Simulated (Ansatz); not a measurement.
The start is a generated cell, Sn built in the diamond structure type. The structure is fully relaxed (lattice and positions, P = 0) with r2SCAN (plane waves to 500 eV, PAW, scalar-relativistic; Ansatz, an electronic-structure program). First-step values are on the input's coarse k-mesh.

Ansatz input (later rounds restart from its end on a renewed k-mesh):
Ansatz 0.2 input:
```yaml
crystal:
  lattice:
    - [0, 3.048241, 3.048241]
    - [3.048241, 0, 3.048241]
    - [3.048241, 3.048241, 0]
  atoms:
    - { symbol: Sn, position: [0.25, 0.25, 0.25] }
    - { symbol: Sn, position: [0, 0, 0] }
basis: { ecutwfc: 500, ecutrho_ratio: 4, xc_grid: 4, fft_grid_basis: typed }
kpoints: { mp_grid: { grid: [9, 9, 9] } }
hamiltonian:
  xc: r2scan
  dispersion: none
  pseudopotentials: { kind: paw }
scf: { occupations: { method: fermi_dirac, width: 0.05 } }
relax: { f_tol: 0.01, max_steps: 100, cell: { stress_tol: 0.02 } }
output: { forces: true, stress: true }
```

**Question.** How large is the pressure on the unrelaxed cell, and of which sign?

**Answer.** +16.3 GPa (positive: the cell is compressed).

**Question.** How does the volume per atom move from start to end?

**Answer.** +25.0 %, from 28.32 to 35.40 Å³/atom.

**Question.** How do the shortest distances between atoms change?

**Answer.** The closest pairs of elements (up to four, under 3.6 Å), start → end: Sn–Sn 2.64 → 2.84 Å.

**Question.** Give the final cell and atomic positions.

**Answer.** 
Space group Fd-3m, origin choice 1 (No. 227); a = b = c = 6.567 Å, α = β = γ = 90.00°

```json
[
 {"atom": "Sn", "site": "8b", "symmetry": "-43m", "x": "0.5000", "y": "0.5000", "z": "0.5000"}
]
```
(The calculation used a cell of 2 atoms; values per cell refer to that cell.)

The space group stays Fd-3m (No. 227) (the run could not lower it); the end is diamond type, with 2 atoms in the primitive cell. Final values are on a 12×12×12 k-mesh of the relaxed cell. No spin polarisation in the result.

The run could not lose the symmetry of its start; a randomly shaken copy of 4 atoms returns to this structure.

All atoms sit on sites fixed by symmetry, so only the cell could relax.
